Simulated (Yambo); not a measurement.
# Optical response of Cu₂SO₄ monolayer

```
CELL_PARAMETERS angstrom
      4.48465     0.00000     0.00000
     -2.24232     5.28938     0.00000
      0.00000     0.00000    14.80000
ATOMIC_POSITIONS crystal
  O  0.10911 0.84042 0.94001
  O  0.89089 0.15958 0.94001
  O  0.26868 0.15958 0.05999
  O  0.73132 0.84042 0.05999
  S  0.00000 0.00000 0.00000
  Cu 0.50000 0.50000 0.04691
  Cu 0.00000 0.50000 0.95309
```

Yambo, RPA with local fields on PBEsol bands; 6×6×1 mesh, 102 bands, 2 Ry local-field block, 0.2 eV broadening; field along x.

| E (eV) | Im α (Å) | Re α (Å) | Im α, independent particles |
|---|---|---|---|
| 0.0 | 0.00 | 0.93 | 0.00 |
| 0.5 | 0.01 | 0.94 | 0.01 |
| 1.0 | 0.02 | 0.97 | 0.02 |
| 1.5 | 0.03 | 1.03 | 0.04 |
| 2.0 | 0.06 | 1.13 | 0.07 |
| 2.5 | 0.14 | 1.33 | 0.16 |
| 3.0 | 0.45 | 1.71 | 0.52 |
| 3.5 | 1.40 | 1.40 | 1.67 |
| 4.0 | 2.02 | 0.00 | 2.19 |
| 4.5 | 0.60 | 0.07 | 0.67 |
| 5.0 | 0.94 | 0.21 | 1.09 |
| 5.5 | 0.70 | 0.15 | 0.69 |
| 6.0 | 0.55 | 0.19 | 0.51 |
| 6.5 | 0.57 | 0.16 | 0.53 |
| 7.0 | 0.47 | 0.08 | 0.52 |
| 7.5 | 0.47 | 0.03 | 0.61 |
| 8.0 | 0.34 | 0.08 | 0.48 |
| 8.5 | 0.28 | 0.15 | 0.37 |
| 9.0 | 0.36 | 0.19 | 0.42 |
| 9.5 | 0.31 | 0.20 | 0.47 |
| 10.0 | 0.32 | 0.29 | 0.81 |
| 10.5 | 0.42 | 0.23 | 0.86 |
| 11.0 | 0.41 | 0.16 | 0.61 |
| 11.5 | 0.38 | 0.23 | 0.72 |
| 12.0 | 0.42 | 0.20 | 0.68 |
| 12.5 | 0.46 | 0.28 | 0.61 |
| 13.0 | 0.54 | 0.10 | 0.52 |
| 13.5 | 0.47 | 0.08 | 0.48 |
| 14.0 | 0.53 | 0.08 | 0.51 |
| 14.5 | 0.46 | 0.03 | 0.48 |
| 15.0 | 0.41 | 0.06 | 0.54 |
| 15.5 | 0.44 | 0.09 | 0.63 |
| 16.0 | 0.47 | -0.04 | 0.64 |
| 16.5 | 0.47 | 0.00 | 0.61 |
| 17.0 | 0.43 | -0.01 | 0.52 |
| 17.5 | 0.41 | -0.06 | 0.54 |
| 18.0 | 0.41 | -0.05 | 0.51 |
| 18.5 | 0.45 | -0.08 | 0.45 |
| 19.0 | 0.43 | -0.10 | 0.38 |
| 19.5 | 0.39 | -0.18 | 0.32 |
| 20.0 | 0.36 | -0.14 | 0.30 |

α is the in-plane polarisability per area of the layer, a length; absorbance is 4πω Im α/c. Peak heights and small wiggles depend on the k mesh. Convergence of the RPA response with its 6×6×1 mesh was not tested. No excitonic effects at this level.

The 3d shell has no Hubbard U; the runs are without spin polarisation, and magnetic order was not tried.

Geometry relaxed with PBEsol.

This is a model layer cut from the bulk structure; whether it is stable on its own was not checked.
